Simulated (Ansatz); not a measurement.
The calculation used DFT PBE, scalar-relativistic, plane waves, PAW in Ansatz. Settings of the last relaxation (6-atom cell): 420 eV, 12×12×8 k points, Gaussian smearing of 0.10 eV, no spin polarisation.

Formation energies are uncorrected and refer to the elements' standard structures at the same level.

Question: Propose a candidate for a monoclinic metal with formula Be₂Se, with a formation energy near −0.11 eV/atom and about 15 Å³ per atom, in a cell of 6 atoms.

Answer: Be₂Se, space group C2/m (No. 12). Be on its first site is surrounded by 3 Be at 2.20–2.31 Å and 3 Se at 2.26–2.33 Å; around Be on its second site lie 5 Be at 2.20–2.31 Å and 2 Se at 2.35–2.41 Å; around Se lie 5 Be at 2.26–2.41 Å.

```yaml
crystal:
  lattice:
    - [4.85222, -1.78347, 0.00000]
    - [4.85222, 1.78347, 0.00000]
    - [-2.83118, 0.00000, 5.18940]
  atoms:
    - { symbol: Be, position: [0.71619, 0.71619, 0.76573] }
    - { symbol: Be, position: [0.18137, 0.18137, 0.49497] }
    - { symbol: Be, position: [0.28381, 0.28381, 0.23427] }
    - { symbol: Be, position: [0.81863, 0.81863, 0.50503] }
    - { symbol: Se, position: [0.91276, 0.91276, 0.19433] }
    - { symbol: Se, position: [0.08724, 0.08724, 0.80567] }
```

The volume per atom is 14.97 Å³ and the density is 3.59 g/cm³. The energy over the elements is −0.11 eV/atom and the gap on the 12×12×8 mesh of the 6-atom cell is 0 eV (a metal).

The cell was found from a structure generator's guess, not taken from experiment. Other answers may fit too; this one was computed.

The reference form of Se is held partly by dispersion forces, which this level lacks. This cell was reached by moving the atoms of another relaxed cell at random and relaxing again, last within the group found; it had no such test of its own.
